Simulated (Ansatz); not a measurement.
ZrC: stiffness from a series of strains

```yaml
crystal:
  lattice:
    - [0.00000, 2.35021, 2.35021]
    - [2.35021, 0.00000, 2.35021]
    - [2.35021, 2.35021, 0.00000]
  atoms:
    - { symbol: Zr, position: [0.50000, 0.50000, 0.50000] }
    - { symbol: C, position: [0.00000, 0.00000, 0.00000] }
```

Atom numbers follow the list: Zr1, C2.

The geometry is COD entry 1562921, unchecked; take it as a test cell.

Level of theory: DFT, PBEsol, all-electron LAPW, scalar-relativistic in Ansatz 0.2.0.

Sampling and basis: a Γ-centred 15×15×15 k mesh, Fermi–Dirac smearing of 0.05 eV, basis error target 0.5 meV/atom, no spin polarisation.

The strain is applied along the Cartesian axes of the cell as listed (the other components stay zero). Fractional coordinates are held (clamped ions).

σ is the change of stress from the unstrained cell, which is at -4.53 GPa; tension is positive, so slopes are stress–strain coefficients at that pressure. In a metal the k mesh adds noise.

Only quantities that a quadratic follows smoothly over the whole series are listed; rougher ones are left out.

| εzz | σzz (GPa) | σxx (GPa) |
| --- | --- | --- |
| -0.0200 | -10.16 | -2.07 |
| 0.0000 | 0.00 | 0.00 |
| 0.0100 | 4.29 | 0.97 |
| 0.0200 | 8.11 | 1.90 |

Problem. Fit the series and read off the stiffness at zero strain.

Solution. Least-squares fits y = p0 + p1 x + p2 x² to the rows give σzz (GPa): p1 = 457, p2 = -2500; σxx (GPa): p1 = 99.2, p2 = -210. So C11 = 457 GPa and C12 = 99 GPa, which gives B = (C11 + 2 C12)/3 = 218 GPa.

Problem. One run, at εzz = -0.0100, is withheld. Predict its row.

Solution. The fits give -4.83, -1.01; the run gave -4.80, -1.02.
